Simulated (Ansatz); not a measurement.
ReS$_{2}$:
```yaml
crystal:
  lattice:
    - [5.46203, 0.00000, 0.00000]
    - [0.00000, 5.46203, 0.00000]
    - [0.00000, 0.00000, 3.60530]
  atoms:
    - { symbol: Re, position: [0.00000, 0.00000, 0.00000] }
    - { symbol: Re, position: [0.50000, 0.50000, 0.50000] }
    - { symbol: S, position: [0.30301, 0.30301, 0.00000] }
    - { symbol: S, position: [0.80301, 0.19699, 0.50000] }
    - { symbol: S, position: [0.19699, 0.80301, 0.50000] }
    - { symbol: S, position: [0.69699, 0.69699, 0.00000] }
```

Relaxed with r²SCAN. Special points in fractions of this cell's reciprocal vectors: Γ (0.000, 0.000, 0.000); X (0.000, 0.500, 0.000); M (0.500, 0.500, 0.000); Z (0.000, 0.000, 0.500); R (0.000, 0.500, 0.500); A (0.500, 0.500, 0.500).

Question: List the band energies nearest the Fermi level at these points for the program Ansatz at the r²SCAN level (PAW).

Answer: In eV from the Fermi level; about four levels below and three above (degenerate sets whole), none deeper than 8.9 eV; points with the same levels are listed once.

```
k                    below                above
-  -----------------------  -------------------
Γ  -1.07 -0.54 -0.54 -0.01  1.94 2.39 5.36 5.36
X  -1.35 -1.35 -0.84 -0.84  0.10 0.10 1.01 1.01
M  -1.73 -1.73 -1.10 -1.10  2.00 2.00 3.48 3.48
Z  -2.70 -2.70 -0.26 -0.26  0.59 0.59 1.71 1.71
R  -1.64 -1.64 -0.15 -0.15  2.00 2.00 2.68 2.68
A  -1.42 -1.42 -0.19 -0.19  0.08 0.08 0.41 0.41
```

Space group P4_2/mnm (rutile). The cell is a constructed one: a structure type filled with these elements; neither database checked (COD, Materials Project) lists it. Whether it is the stable phase at ambient conditions was not checked. The cell was relaxed with r²SCAN under the symmetry of its start; its stability against distortions is not shown here. No spin polarisation was allowed. Spin–orbit coupling is left out wherever it is not named.

Potentials: the later of the program's two PAW sets.
